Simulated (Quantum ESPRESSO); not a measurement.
## Band energies of PbS

```
CELL_PARAMETERS angstrom
      8.43319     0.00000     0.00000
      0.00000     4.23051     0.00000
      0.00000     0.00000     5.98249
ATOMIC_POSITIONS crystal
  S  0.87476 0.25000 0.75095
  S  0.12524 0.75000 0.24905
  S  0.62524 0.75000 0.25095
  S  0.37476 0.25000 0.74905
  Pb 0.12376 0.75000 0.75009
  Pb 0.87624 0.25000 0.24991
  Pb 0.37624 0.25000 0.25009
  Pb 0.62376 0.75000 0.74991
```

PBEsol (pw.x of Quantum ESPRESSO, ONCV potentials, without SOC); path ΓXSYΓZURTZ,YT,UX,SR; energies in eV from the valence-band maximum.

```csv
k (1/Å),point,band 36,band 37,band 38,band 39,band 40,band 41,band 42,band 43
0.00,Γ,-2.03,-1.79,-1.78,-0.79,-0.76,1.38,1.38,2.40
0.50,,-2.73,-2.45,-1.87,-1.60,-0.70,1.77,2.62,2.71
0.74,X,-3.29,-1.77,-1.77,-0.75,-0.75,1.41,1.41,2.43
1.01,,-2.30,-1.71,-1.71,-0.54,-0.54,0.97,0.97,2.20
1.27,S,-1.65,-0.96,-0.96,0.00,0.00,0.34,0.34,1.96
1.45,,-1.85,-0.97,-0.97,-0.46,-0.46,0.83,0.83,1.95
1.82,,-1.94,-1.50,-1.50,-0.62,-0.62,0.89,0.89,2.16
2.01,Y,-1.66,-1.65,-1.65,-0.01,-0.01,0.32,0.32,1.95
2.27,,-1.73,-1.72,-1.28,-0.57,-0.54,0.94,0.94,2.17
2.54,Γ,-2.03,-1.79,-1.78,-0.79,-0.76,1.38,1.38,2.40
2.72,,-1.96,-1.76,-1.61,-1.59,-0.55,1.42,2.25,2.48
2.91,Z,-2.40,-1.75,-1.75,-1.14,-1.14,2.61,2.61,3.27
3.09,,-2.25,-1.49,-1.49,-0.97,-0.97,2.04,2.04,2.65
3.46,,-2.92,-2.49,-2.49,-1.39,-1.39,2.62,2.62,3.20
3.65,U,-3.43,-2.11,-2.11,-2.11,-2.11,3.37,3.37,3.37
3.83,,-2.97,-2.20,-2.20,-2.20,-2.20,3.09,3.09,3.09
4.18,R,-2.89,-0.94,-0.94,-0.94,-0.94,1.52,1.52,1.52
4.47,,-1.91,-0.91,-0.91,-0.90,-0.90,1.49,1.49,1.51
4.77,,-1.86,-0.82,-0.82,-0.80,-0.80,1.40,1.40,1.42
4.92,T,-2.22,-1.07,-1.07,-1.05,-1.05,1.55,1.55,1.58
5.09,,-1.91,-1.85,-1.85,-0.91,-0.91,1.84,1.84,2.43
5.44,Z,-2.40,-1.75,-1.75,-1.14,-1.14,2.61,2.61,3.27
5.44,Y,-1.66,-1.65,-1.65,-0.01,-0.01,0.32,0.32,1.95
5.63,,-1.86,-1.50,-1.50,-0.47,-0.47,0.83,0.83,2.17
5.82,T,-2.22,-1.07,-1.07,-1.05,-1.05,1.55,1.55,1.58
5.82,U,-3.43,-2.11,-2.11,-2.11,-2.11,3.37,3.37,3.37
6.19,X,-3.29,-1.77,-1.77,-0.75,-0.75,1.41,1.41,2.43
6.19,S,-1.65,-0.96,-0.96,0.00,0.00,0.34,0.34,1.96
6.31,,-1.77,-0.96,-0.96,-0.36,-0.36,0.65,0.65,2.05
6.56,R,-2.89,-0.94,-0.94,-0.94,-0.94,1.52,1.52,1.52
```

The PBEsol gap is 0.32 eV and nearly direct: the edges lie at S and Y, the smallest direct gap within 0.02 eV of it. Another valence and conduction extremum on the path lies within 0.02 eV, too close to call.

Spin-orbit coupling is left out; with 6p states at a band edge it can lower the gap by many tenths of an eV, most of a small gap. So small a PBEsol gap in heavy elements may be inverted, where one-shot corrections to single bands mislead.

Geometry of the Materials Project entry, not relaxed at this level.

This is not the ordinary phase of the substance; no match was found in the copy of COD used, and its stability was not checked.

Letters of k points follow the standard setting of the lattice, whose axes may be ordered differently from the printed cell.
